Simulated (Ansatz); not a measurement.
ZnS:
Space group F-43m (No. 216); a = 5.357 Å, b = 5.357 Å, c = 5.357 Å, α = 90.00°, β = 90.00°, γ = 90.00°

| atom | site | symmetry | x | y | z |
|---|---|---|---|---|---|
| S | 4c | -43m | 0.2500 | 0.2500 | 0.2500 |
| Zn | 4a | -43m | 0.0000 | 0.0000 | 0.0000 |
(The calculation used a cell of 2 atoms; values per cell refer to that cell.)

Relaxed with PBEsol.

Which orbitals make up the states near the band edges in the program Ansatz at the PBEsol level (PAW)?

Top 1 eV of the valence band: S 3p 87 %, Zn 3d 9 %. Bottom 1 eV of the conduction band: Zn 4s 55 %, S 3s 28 %, S 3p 14 %. Projections are on Löwdin-orthogonalised atomic valence shells; empty p or d shells of many metals are not among them.

Tabulate the density of states.

States/eV per cell of 2 atoms, in 0.25 eV bins, energy from the valence-band maximum.

| E (eV) | total | Zn 3d | S 3p | Zn 4s |
|---|---|---|---|---|
| -7.85 | 0.00 | 0.00 | 0.00 | 0.00 |
| -7.60 | 0.00 | 0.00 | 0.00 | 0.00 |
| -7.35 | 0.00 | 0.00 | 0.00 | 0.00 |
| -7.10 | 0.00 | 0.00 | 0.00 | 0.00 |
| -6.85 | 0.00 | 0.00 | 0.00 | 0.00 |
| -6.60 | 1.90 | 1.50 | 0.32 | 0.08 |
| -6.35 | 15.09 | 13.24 | 1.67 | 0.16 |
| -6.10 | 7.71 | 7.10 | 0.49 | 0.10 |
| -5.85 | 13.20 | 12.87 | 0.16 | 0.10 |
| -5.60 | 2.10 | 1.89 | 0.07 | 0.05 |
| -5.35 | 0.18 | 0.03 | 0.11 | 0.03 |
| -5.10 | 0.52 | 0.09 | 0.31 | 0.09 |
| -4.85 | 1.75 | 0.27 | 0.99 | 0.42 |
| -4.60 | 1.61 | 0.34 | 0.83 | 0.36 |
| -4.35 | 0.87 | 0.20 | 0.44 | 0.16 |
| -4.10 | 0.63 | 0.15 | 0.32 | 0.10 |
| -3.85 | 0.50 | 0.11 | 0.26 | 0.07 |
| -3.60 | 0.39 | 0.08 | 0.21 | 0.05 |
| -3.35 | 0.41 | 0.08 | 0.25 | 0.04 |
| -3.10 | 1.28 | 0.15 | 1.00 | 0.05 |
| -2.85 | 1.31 | 0.14 | 1.04 | 0.05 |
| -2.60 | 1.29 | 0.13 | 1.04 | 0.04 |
| -2.35 | 1.70 | 0.15 | 1.42 | 0.04 |
| -2.10 | 1.78 | 0.15 | 1.50 | 0.03 |
| -1.85 | 1.75 | 0.15 | 1.48 | 0.03 |
| -1.60 | 1.73 | 0.15 | 1.47 | 0.02 |
| -1.35 | 1.72 | 0.15 | 1.47 | 0.02 |
| -1.10 | 1.74 | 0.15 | 1.50 | 0.01 |
| -0.85 | 1.31 | 0.12 | 1.14 | 0.01 |
| -0.60 | 0.82 | 0.08 | 0.71 | 0.00 |
| -0.35 | 0.53 | 0.05 | 0.47 | 0.00 |
| -0.10 | 0.19 | 0.02 | 0.17 | 0.00 |
| 0.15 | 0.00 | 0.00 | 0.00 | 0.00 |
| 0.40 | 0.00 | 0.00 | 0.00 | 0.00 |
| 0.65 | 0.00 | 0.00 | 0.00 | 0.00 |
| 0.90 | 0.00 | 0.00 | 0.00 | 0.00 |
| 1.15 | 0.00 | 0.00 | 0.00 | 0.00 |
| 1.40 | 0.00 | 0.00 | 0.00 | 0.00 |
| 1.65 | 0.00 | 0.00 | 0.00 | 0.00 |
| 1.90 | 0.00 | 0.00 | 0.00 | 0.00 |
| 2.15 | 0.00 | 0.00 | 0.00 | 0.00 |
| 2.40 | 0.01 | 0.00 | 0.00 | 0.01 |
| 2.65 | 0.03 | 0.00 | 0.00 | 0.01 |
| 2.90 | 0.04 | 0.00 | 0.01 | 0.02 |
| 3.15 | 0.08 | 0.00 | 0.01 | 0.04 |
| 3.40 | 0.39 | 0.00 | 0.05 | 0.13 |
| 3.65 | 0.76 | 0.00 | 0.10 | 0.25 |
| 3.90 | 0.97 | 0.00 | 0.13 | 0.30 |
| 4.15 | 1.47 | 0.01 | 0.22 | 0.46 |
| 4.40 | 1.94 | 0.01 | 0.31 | 0.60 |
| 4.65 | 1.53 | 0.01 | 0.28 | 0.50 |
| 4.90 | 1.23 | 0.00 | 0.22 | 0.37 |
| 5.15 | 1.00 | 0.00 | 0.16 | 0.24 |
| 5.40 | 0.70 | 0.00 | 0.10 | 0.14 |
| 5.65 | 0.84 | 0.00 | 0.12 | 0.18 |
| 5.90 | 1.69 | 0.00 | 0.20 | 0.28 |
| 6.15 | 1.89 | 0.00 | 0.19 | 0.26 |
| 6.40 | 1.13 | 0.00 | 0.08 | 0.11 |
| 6.65 | 0.62 | 0.00 | 0.02 | 0.01 |
| 6.90 | 1.25 | 0.00 | 0.04 | 0.02 |

The PBEsol relaxation kept the symmetry of its start.

Potentials: the later of the program's two PAW sets.
